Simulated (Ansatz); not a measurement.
A generated cell, not matched to a known phase here, of Nb₃VN₄: Pm-3m (No. 221), cP8; a = b = c = 4.369 Å, α = β = γ = 90.00°; N 3d (0.000, 0.000, 0.500); N 1b (0.500, 0.500, 0.500); Nb 3c (0.000, 0.500, 0.500); V 1a (0.000, 0.000, 0.000). Level of theory: PBE (plane waves to 420 eV, PAW, scalar-relativistic; Ansatz, a program for electronic structure). Element references, the lowest calculated here: Nb (Im-3m), N (Pa-3), V (Im-3m); gases are represented by their molecular solids.

Total energies (eV/atom, σ → 0; comparable only within this code, potentials and settings):

```
phase           E (eV/atom)
--------------  -----------
Nb3VN4 (Pm-3m)    -2264.122
Nb (Im-3m)        -4552.315
N (Pa-3)           -384.030
V (Im-3m)         -2912.412
```

**Question.** What is the formation energy of this Pm-3m form of Nb3VN4 from the elements?

**Answer.** E_f = -2264.122 − [3 × (-4552.315) + 1 × (-2912.412) + 4 × (-384.030)] / 8 = -0.94 eV/atom (-7.5 eV per formula unit).

A lower structure of this composition may exist.

Static energies, no anion corrections, no zero-point energy. Values are rounded to 0.01 eV/atom. Not shown to be the ambient phase of their composition (a lower form may be missing, and a cell relaxed within its start's symmetry can be a saddle point): Nb3VN4 (Pm-3m). Spin state reached: ferromagnetic (net 0.14 μB/atom); other spin orders were not run from this start.
